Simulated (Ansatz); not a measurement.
## YNi₂Ge₂ (I4/mmm)

Theory: DFT r2SCAN, scalar-relativistic, plane waves, PAW in Ansatz 0.2.0.

Cutoff 500 eV; k points 12×12×12 on the computed 5-atom cell (Γ-centred); Gaussian smearing, width 0.10 eV; no spin polarisation.

The structure is relaxed at this level of theory with its symmetry kept. Whether it is the stable form of this composition wasn't checked.

Space group I4/mmm (No. 139). a = 4.040 Å, b = 4.040 Å, c = 9.744 Å, α = 90.00°, β = 90.00°, γ = 90.00°
```
atom site symmetry x y z
   Y    2a     4/mmm  0.0000  0.0000  0.0000
  Ni    4d      -4m2  0.5000  0.0000  0.2500
  Ge    4e       4mm  0.5000  0.5000  0.1295
```

```
Space group                                       : I4/mmm (No. 139)
Volume per atom                                   : 107.3 bohr³
Generalised Kohn–Sham band gap                    : none (metal)
Density of states at the Fermi level              : 2.74 states/eV per cell
Löwdin character within 0.5 eV of the Fermi level : Ni 3d 52 %, Y 4d 20 %, Ge 4p 20 %
Bader charges (e)                                 : Y (1 in the cell) 1.74, Ni (2 in the cell) -0.36, Ge (2 in the cell) -0.51
```

Spin polarisation was left out, and a magnetic state may lie lower.

A ferromagnetic start lost its moments in a first run, so spin was left out; other magnetic orders weren't tried.